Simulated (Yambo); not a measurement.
RPA spectrum of GaAlN₂ (space group P3m1, No. 156) on PBEsol bands in Yambo (15×15×8 mesh, 37 bands, 4 Ry local-field block, 0.2 eV broadening; field along x). CGrdSpXd merges neighbouring transition energies to save time; the report line [X-CG] gives the poles kept by one of the 4 MPI tasks, and where the merging fails may depend on that split. Axes are Cartesian, with cell vectors (Å) (3.15, 0.00, 0.00), (-1.57, 2.73, 0.00), (0.00, 0.00, 5.10).

| CGrdSpXd asked (%) | share reached (%) | poles used (one task) | static ε | largest change of Im ε (% of its maximum) | rough time |
|---|---|---|---|---|---|
| 100 | 100 | 12502 | 4.98 | 0.0 | 1 |
| 70 | 69 | 8751 | 4.99 | 0.0 | within a factor of two |
| 30 | 29 | 3677 | 4.99 | 0.1 | about 1/2 |
| 15 | 0 | 67 | 5.05 | 14 | about 1/5 |
| 5 | 0 | 67 | 5.05 | 14 | about 1/5 |

All runs end normally. In the runs at 15 %, 5 % few poles are left or the spectrum changes by over a quarter of its peak, and no warning says so. Times are rough ratios from shared machines. The k mesh wasn't tested; the rows compare only with each other.

Spin-orbit coupling is not included.

Geometry relaxed with PBEsol; primitive cell a = 3.1467 Å, b = 3.1467 Å, c = 5.0982 Å, α = 90.00°, β = 90.00°, γ = 120.00°.

The structure is a Materials Project entry; no match was found in the copy of COD used, and its stability was not checked.
